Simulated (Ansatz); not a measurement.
Mg$_{2}$Si:
```xyz
3
Lattice="0.0000 3.1822 3.1822 3.1822 0.0000 3.1822 3.1822 3.1822 0.0000" Properties=species:S:1:pos:R:3 pbc="T T T"
Mg     1.5911     1.5911     1.5911
Mg     4.7733     4.7733     4.7733
Si     0.0000     0.0000     0.0000
```

Cartesian axes are those of the cell as given.

Task: Give the high-frequency dielectric tensor and the Born effective charge tensors of the independent atoms from DFPT, the program Ansatz at the PBE level (PAW).

Result: 
ε∞:
```
15.4  0.00  0.00
0.00  15.4  0.00
0.00  0.00  15.4
```
Z* of atom 1 (Mg), rows: field, columns: displacement, in e:
```
1.86  0.00  0.00
0.00  1.86  0.00
0.00  0.00  1.86
```
Z* of atom 3 (Si), rows: field, columns: displacement, in e:
```
-3.72   0.00   0.00
 0.00  -3.72   0.00
 0.00   0.00  -3.72
```

Static charges for comparison (Bader): Mg1 +1.48, Si3 -2.97 e. Born charges measure polarisation by displacement and can exceed these by far.

Space group Fm-3m (fluorite or antifluorite type). The PBE relaxation kept the symmetry of its start; phonons on a q-mesh show no instability.

Potentials: the later of the program's two PAW sets.
